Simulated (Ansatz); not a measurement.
# CsHgCl$_{3}$ (Pm-3m), clamped-ion strain scan

Computed with DFT r2SCAN, scalar-relativistic, plane waves, PAW in Ansatz. Settings: plane waves to 500 eV, k-mesh 10×10×10 (Γ-centred), Gaussian smearing 0.15 eV. Spin–orbit coupling is left out, which can shift energies with elements as heavy as these. No spin polarisation. Energies are free energies at this smearing, counted from the undisturbed cell; pressure is positive in compression.

Reference structure (as given, not relaxed at this level; it stands at -1.9 GPa, and it needn't be the usual structure):

```xyz
5
Lattice="5.4400 0.0000 0.0000 0.0000 5.4400 0.0000 0.0000 0.0000 5.4400" Properties=species:S:1:pos:R:3 pbc="T T T"
Cs    0.0000    0.0000    0.0000
Hg    2.7200    2.7200    2.7200
Cl    0.0000    2.7200    2.7200
Cl    2.7200    0.0000    2.7200
Cl    2.7200    2.7200    0.0000
```

The cell is strained by ε times the Voigt pattern (0, 1, 0, 0, 0, 0) (xx, yy, zz, yz, xz, xy; engineering shear) with fractional coordinates fixed. The cell is metallic on the mesh throughout.

Q: Over the sampled range (-0.1000 to 0.1000), is the undisturbed cell the lowest point?

A: No: the energy is lower at ε = -0.0500, -6.7 in ΔE (meV/atom).

Q: Which end lies higher in energy, -0.1000 or +0.1000?

A: +0.1000: 62.9 against 22.0.

The scan:

```tsv
ε	ΔE (meV/atom)
-0.1000	22.0
-0.0750	1.9
-0.0500	-6.7
-0.0250	-6.6
0.0000	0.0
0.0250	11.5
0.0500	26.4
0.0750	43.8
0.0875	53.2
0.1000	62.9
```

Symmetry holds off the tilts and polar distortions that many cubic perovskites undergo.